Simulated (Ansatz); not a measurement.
Data:

ScIr₃:
```yaml
crystal:
  lattice:
    - [3.89610, 0.00000, 0.00000]
    - [0.00000, 3.89610, 0.00000]
    - [0.00000, 0.00000, 3.89610]
  atoms:
    - { symbol: Sc, position: [0.00000, 0.00000, 0.00000] }
    - { symbol: Ir, position: [0.00000, 0.50000, 0.50000] }
    - { symbol: Ir, position: [0.50000, 0.00000, 0.50000] }
    - { symbol: Ir, position: [0.50000, 0.50000, 0.00000] }
```

This is the PBEsol-relaxed structure.

**Question.** All from the program Ansatz at the PBEsol level (PAW), unless another level is named. Give the density of states at the Fermi level.

**Answer.** 1.1 states/eV per atom (mean over ±0.08 eV).

**Question.** Next, the formation energy from the elements (no fitted shifts)?

**Answer.** -0.59 eV/atom.

Space group Pm-3m (Cu3Au type). The first step of the workflow began from a Materials Project structure, measured or hypothetical; the Crystallography Open Database copy checked does not list it. Its standing as an ambient phase is unchecked. Symmetry was held in the PBEsol relaxation; its stability against distortions is not shown here. The run is not spin-polarised. The references are the lowest solids computed at this level, not always the standard phases. Spin–orbit coupling is left out wherever it is not named.

Potentials: the later of the program's two PAW sets.
